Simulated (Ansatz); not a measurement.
The relaxed structure here is a generated cell of TePb: the first start was made by placing the elements on the sites of a structure type, and the end was not matched to a known phase here, so it may be hypothetical. Known forms of TePb include space group No. 225.

The end point of a relaxation of TePb. These are r2SCAN (plane waves to 500 eV, PAW, scalar-relativistic; Ansatz, an electronic-structure program) values and carry that method's errors.

```
CELL_PARAMETERS angstrom
      5.51116     0.00000     0.00000
     -2.75558     4.77280     0.00000
      0.00000     0.00000    18.93511
ATOMIC_POSITIONS crystal
  Pb 0.00000 0.00000 0.01872
  Pb 0.00000 0.00000 0.51872
  Pb 0.66667 0.33333 0.84604
  Pb 0.33333 0.66667 0.34604
  Pb 0.66667 0.33333 0.18882
  Pb 0.33333 0.66667 0.68882
  Te 0.00000 0.00000 0.85688
  Te 0.00000 0.00000 0.35688
  Te 0.66667 0.33333 0.68416
  Te 0.33333 0.66667 0.18416
  Te 0.66667 0.33333 0.02909
  Te 0.33333 0.66667 0.52909
```

**Question.** Determine the symmetry and give the standard cell with its independent sites.

**Answer.** Space group P6₃mc (No. 186); a = b = 5.511 Å, c = 18.935 Å, α = β = 90.00°, γ = 120.00°

```csv
atom,site,symmetry,x,y,z
Pb,2a,3m.,0.0000,0.0000,0.0187
Pb,2b,3m.,0.3333,0.6667,0.3460
Pb,2b,3m.,0.6667,0.3333,0.1888
Te,2a,3m.,0.0000,0.0000,0.3569
Te,2b,3m.,0.3333,0.6667,0.1842
Te,2b,3m.,0.6667,0.3333,0.0291
```

**Question.** Give the shortest distances between elements (the closest pairs, up to four, under 3.6 Å).

**Answer.** Pb–Te 3.02 Å.

- Volume per atom: 41.51 Å³
- Density: 6.70 g/cm³
- Band gap: 1.49 eV, indirect (valence top at K, conduction bottom at k = (0, 0.1667, 0)) (no spin-orbit coupling)
- Smallest direct gap: 1.89 eV at k = (0.1667, 0.3333, 0)

No spin polarisation in the result. Without spin-orbit coupling the bands of the heavy element are not split, so the gap can be far off.

The run could not lose the symmetry of its start, so the end can be a saddle point.
